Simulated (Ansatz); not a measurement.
Relaxed-ion elastic tensor of CdF₂ (fluorite, Fm-3m) in GPa (Voigt order), plane-wave PAW PBEsol (Ansatz code); density 6.40 g/cm³, 13.01 Å³ per atom.

```json
[
 {"": "1", "1": "182", "2": "71.1", "3": "71.1", "4": "0.0", "5": "0.0", "6": "0.0"},
 {"": "2", "1": "71.1", "2": "182", "3": "71.1", "4": "0.0", "5": "0.0", "6": "0.0"},
 {"": "3", "1": "71.1", "2": "71.1", "3": "182", "4": "0.0", "5": "0.0", "6": "0.0"},
 {"": "4", "1": "0.0", "2": "0.0", "3": "0.0", "4": "20.2", "5": "0.0", "6": "0.0"},
 {"": "5", "1": "0.0", "2": "0.0", "3": "0.0", "4": "0.0", "5": "20.2", "6": "0.0"},
 {"": "6", "1": "0.0", "2": "0.0", "3": "0.0", "4": "0.0", "5": "0.0", "6": "20.2"}
]
```

Question: Is the crystal mechanically stable?

Answer: Yes: the smallest eigenvalue of C is 20.2 GPa.

Question: Work out the Voigt, Reuss and Hill averages.

Answer: K_V = 108, K_R = 108, K_H = 108; G_V = 34.4, G_R = 27.1, G_H = 30.7 GPa.

Question: Give Young's modulus, Poisson's ratio, Pugh's ratio and the universal anisotropy index.

Answer: E = 9KG/(3K + G) = 84.2 GPa; ν = 0.37; K/G = 3.52 (ductile by the Pugh limit of 1.75); A_U = 5G_V/G_R + K_V/K_R − 6 = 1.34.

Question: Estimate the sound speeds and the Debye temperature.

Answer: v_l = √((K + 4G/3)/ρ) = 4830 m/s, v_t = √(G/ρ) = 2190 m/s, mean 2470 m/s; Θ = (h/k)(3n/4πV)^(1/3) v_m = 313 K.

Question: Give the Zener ratio and Young's modulus along [100], [110] and [111].

Answer: A = 2C44/(C11 − C12) = 0.36; 1/E = S11 − 2(S11 − S12 − S44/2)Γ with Γ = 0, 1/4, 1/3 gives 142, 67.2, 57.1 GPa.

Question: Solve the Christoffel equation for the three sound speeds along [100], [110], [111].

Answer: Eigenvalues of C_ijkl n_j n_l equal ρv². In km/s, slowest first: [100] 1.78, 1.78, 5.34; [110] 1.78, 2.95, 4.79; [111] 2.62, 2.62, 4.59.

The PBEsol relaxation kept the symmetry of its start.

Potentials: the later of the program's two PAW sets.
